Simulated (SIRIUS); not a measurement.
A self-consistent single point of AlGaN2 (Pmm2, 4 atoms in the cell; from Materials Project mp-1008556, changed as shown) with SIRIUS.

Level of theory: LDA (PW92), FP-LAPW (LAPW with two local orbitals a valence shell; core below -3 Ha), all-electron full potential with ZORA scalar-relativistic valence and Dirac core run with SIRIUS.

The change in words: lattice vector b scaled by 0.98. Reference geometry (P-4m2):
```
AlGaN2
1.0
    3.14088     0.00000     0.00000
    0.00000     3.14088     0.00000
    0.00000     0.00000     4.42384
Al Ga N
1 1 2
Direct
  0.50000   0.50000   0.50000
  0.00000   0.00000   0.00000
  0.50000   0.00000   0.73826
  0.00000   0.50000   0.26174
```

Reference input (self-consistent single point, DFT, LDA (PW92), FP-LAPW (LAPW with two local orbitals a valence shell; core below -3 Ha), all-electron full potential with ZORA scalar-relativistic valence and Dirac core): parameters.ngridk = 6 6 4; basis = LAPW with two local orbitals a valence shell, core below -3 Ha; unit_cell.atom_type_rmt = {Al: 1.85, Ga: 1.98, N: 1.58} bohr; parameters.xc_functionals = [XC_LDA_X, XC_LDA_C_PW]; parameters.aw_cutoff = 7; parameters.pw_cutoff = 20 1/bohr; parameters.smearing = gaussian; parameters.smearing_width = 0.000734986 Ha; parameters.electronic_structure_method = full_potential_lapwlo; parameters.lmax_apw = 8; parameters.lmax_rho = 8; parameters.lmax_pot = 8. This run's input differs from it in these lines:

```diff
@@ -37,3 +37,3 @@
       [5.9354029903, 0.0, 0.0],
-      [0.0, 5.9354029903, 0.0],
+      [0.0, 5.8166941746, 0.0],
       [0.0, 0.0, 8.3598460192]
```

The program printed (abridged):

```
[find] density tolerance         : 1e-06
[find] total energy tolerance    : 1e-07
[find] iter_solver_tol (initial) : 0.01
[find] iter_solver_tol (target)  : 1e-13
[find] num_dft_iter              : 100
Charges and magnetic moments
--------------------------------------------------------------------------------
atom      charge    core leakage
--------------------------------------------------------------------------------
   0   10.958772    0.000000e+00
   1   29.174167    0.000000e+00
   2    5.571978    0.000000e+00
   3    5.573174    0.000000e+00

total core leakage    : 0.00000000e+00
interstitial charge   : 6.721909
   [... lines left out ...]
[find]    3    5.982704    2.118221e-06
[find] total core leakage    : 1.01556888e-02
[find] interstitial charge   : 6.321304
[find] total charge          : 57.989844
[find] Energy
[find] smearing (-TS)                 :       0.00000000
[find] Total energy                   :   -2292.18604196 (Ha),   -4584.37208391 (Ry)
[find] Free energy (E-TS)             :   -2292.18604196 (Ha),   -4584.37208391 (Ry)
[find] band gap (eV)                  :       2.93558617
[find] Efermi                         :       0.28591953
[find] iteration : 14, RMS (target) : 6.5399e-07 (1.0000e-06) , energy difference (target) : 5.5488e-09 (1.0000e-07)
[find] converged after 15 SCF iterations!
Warning in function "check_num_electrons" at src/density/density.cpp:1179
wrong number of electrons
  obtained value : 57.9898
  target value : 58
  difference : 0.0101564
  total core leakage : 0.0101557
    atom class : 0, core leakage : 0.00314259
    atom class : 1, core leakage : 0.00700887
    atom class : 2, core leakage : 2.11909e-06
    atom class : 3, core leakage : 2.11822e-06
[find] Charges and magnetic moments
[find] atom      charge    core leakage
[find]    0   10.818829    3.142586e-03
[find]    1   28.882080    7.008866e-03
[find]    2    5.984927    2.119088e-06
[find]    3    5.982704    2.118221e-06
[find] total core leakage    : 1.01556888e-02
[find] interstitial charge   : 6.321304
[find] total charge          : 57.989844
[find] Energy
   [... lines left out ...]
[find] Free energy (E-TS)             :   -2292.18604196 (Ha),   -4584.37208391 (Ry)
[find] band gap (eV)                  :       2.93558617
   [... lines left out ...]
[find] Efermi                         :       0.28591953
[ground_state] ==== total Forces in Ha/bohr =====
[ground_state] atom:    0, force:       0.0000000      0.0000000     -0.0035156
[ground_state] atom:    1, force:       0.0000000      0.0000000     -0.0037772
[ground_state] atom:    2, force:       0.0000000      0.0000000      0.0077731
[ground_state] atom:    3, force:       0.0000000      0.0000000     -0.0005189
```

The run converged in 15 iterations. Against the reference run the free energy is nearly the same (within 1 meV/atom), the largest force goes from 0.190 to 0.400 eV/Å and the gap on the mesh goes from 2.861 to 2.936 eV.

The structure comes from a collection of computed structures, made at another level of theory; the collection holds predicted forms beside known ones. Values depend on the basis (sphere radii, cutoffs, local orbitals), which need not be converged.

Cost on one core: very roughly 100 core-seconds.

The gap that the log prints is read on the run's mesh, which can miss the band edges or a crossing.
